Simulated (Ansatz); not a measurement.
HfGe2:
```
HfGe2
1.0
    4.69359     0.00000     0.00000
   -2.34680     4.06477     0.00000
    0.00000     0.00000     2.78986
Hf Ge
1 2
Direct
  0.00000   0.00000   0.00000
  0.33333   0.66667   0.50000
  0.66667   0.33333   0.50000
```

Relaxed with PBEsol. Special points in fractions of this cell's reciprocal vectors: Γ (0.000, 0.000, 0.000); M (0.500, 0.000, 0.000); K (0.333, 0.333, 0.000); A (0.000, 0.000, 0.500); L (0.500, 0.000, 0.500); H (0.333, 0.333, 0.500).

**Question.** List the band energies nearest the Fermi level at these points for DFT-PBEsol in the program Ansatz with PAW potentials.

**Answer.** In eV from the Fermi level; about four levels below and three above (degenerate sets whole), none deeper than 8.9 eV; points with the same levels are listed once.

```tsv
k	below	above
Γ	-4.76 -4.76 -2.17 -0.19 -0.19	4.69 4.79 4.79
M	-4.62 -4.52 -0.80 -0.38	3.11 3.24 3.63
K	-6.84 -1.42 -1.04 -1.04	3.77 4.03 4.03
A	-2.21 -2.21 -0.86 -0.86 -0.80	0.53 0.53 6.72
L	-6.24 -4.44 -4.11 -3.87	0.43 1.09 1.78
H	-4.11 -4.11 -2.72 -0.09	0.26 0.26 2.84 2.84
```

Space group P6/mmm. A made-up cell: these elements were put on the sites of a structure type; neither database checked (COD, Materials Project) lists it. COD files the formula under space group No. 63. Its standing as an ambient phase is unchecked. The cell keeps a stress of up to 0.2 GPa. Symmetry was held in the PBEsol relaxation; whether a distortion lowers the energy is not shown. The run is not spin-polarised. Scalar-relativistic: spin–orbit coupling is off unless named, which matters more the heavier the elements.

Potentials: the earlier of the program's two PAW sets. The files were generated under PBE; for other functionals the program regenerates the frozen cores, and for LDA and PBEsol the local potential too.
